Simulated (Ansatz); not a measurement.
NaSnF3 built on the cubic perovskite prototype, relaxed with r2SCAN in the PAW code Ansatz. The symmetry is Pm-3m (No. 221, cubic); a = 4.633 Å in the conventional setting, 19.89 Å³ an atom. Na has 12 F at 3.28 Å; Sn has 6 F at 2.32 Å; F has 2 Sn at 2.32 Å and 4 Na at 3.28 Å.

The axes x, y and z are those of this cell:
```
Na Sn F
1.0
     4.63272    0.00000    0.00000
     0.00000    4.63272    0.00000
     0.00000    0.00000    4.63272
Na Sn F
1 1 3
Direct
  0.00000 0.00000 0.00000
  0.50000 0.50000 0.50000
  0.50000 0.50000 0.00000
  0.50000 0.00000 0.50000
  0.00000 0.50000 0.50000
```

Unstrained: With PBE the valence top lies at R and the conduction bottom at Γ, 0.860 eV higher; the smallest vertical gap, at R, is 1.819 eV. A second conduction valley, at X, lies only 16 meV higher, so their order isn't settled. The r2SCAN gap is indirect, 1.117 eV (R to X), below the direct gap of 2.078 eV at R. With HSE06 the valence top lies at R and the conduction bottom at X, 1.560 eV higher; the smallest vertical gap, at R, is 2.601 eV. Meshes: PBE 6×6×6, r2SCAN 6×6×6, HSE06 4×4×4. Strains are changes of length per length. After each strain the atoms were relaxed again with r2SCAN within the symmetry that the strain leaves, so tilts or polar shifts that break it weren't tested; points keep the names that they have in the unstrained zone. Simulation only: spin-unpolarised, and no claim that this is the phase found in nature.

Q: Estimate what isotropic +4.0 % on every length does to the gap.

A: PBE: the gap goes from 0.860 to 1.496 eV (+0.636 eV); the edges move from R → Γ to R → X. r2SCAN: the gap goes from 1.117 to 1.803 eV (+0.686 eV). HSE06: the gap goes from 1.560 to 2.276 eV (+0.716 eV). The r2SCAN energy rises by 35.3 meV an atom.

Q: Apply uniaxial -5.0 % along z, other directions held. How far does the gap move, against the unstrained cell?

A: PBE: the gap goes from 0.860 to 0.464 eV (-0.396 eV); the edges move from R → Γ to R → X [(0, 1/2, 0)]. r2SCAN: the gap goes from 1.117 to 0.672 eV (-0.445 eV). HSE06: the gap goes from 1.560 to 1.099 eV (-0.461 eV). The r2SCAN energy rises by 17.9 meV an atom.

Q: Apply epitaxial -4.0 % in the xy plane, free normal strain +2.11 %. How far does the gap move, against the unstrained cell?

A: PBE: the gap goes from 0.860 to 0.273 eV (-0.587 eV); the edges move from R → Γ to R → X [(0, 0, 1/2)]; the X points, equivalent before, split by 338 meV, and the conduction bottom lies at those like (0, 0, 1/2). r2SCAN: the gap goes from 1.117 to 0.471 eV (-0.646 eV); the X points, equivalent before, split by 349 meV, and the conduction bottom lies at those like (0, 0, 1/2). HSE06: the gap goes from 1.560 to 0.894 eV (-0.666 eV); the X points, equivalent before, split by 351 meV, and the conduction bottom lies at those like (0, 0, 1/2). The r2SCAN energy rises by 24.2 meV an atom.

Q: One strain changed the r2SCAN stress by xx -2.73, yy -2.73, zz -0.02 GPa (compression positive) and the gap by +0.196 eV (PBE), +0.204 eV (r2SCAN), +0.217 eV (HSE06). Which kind of strain was it, and roughly how large?

A: Epitaxial +3.0 % in the xy plane, free normal strain -1.15 %. The pattern of the stress gives the kind; the size needs the stiffness, so it is an estimate.

Spin-orbit coupling is left out, which matters wherever the heavy atoms make up the band edges.

The meshes of the hybrids are coarse, so their gaps aren't converged to the digits shown.
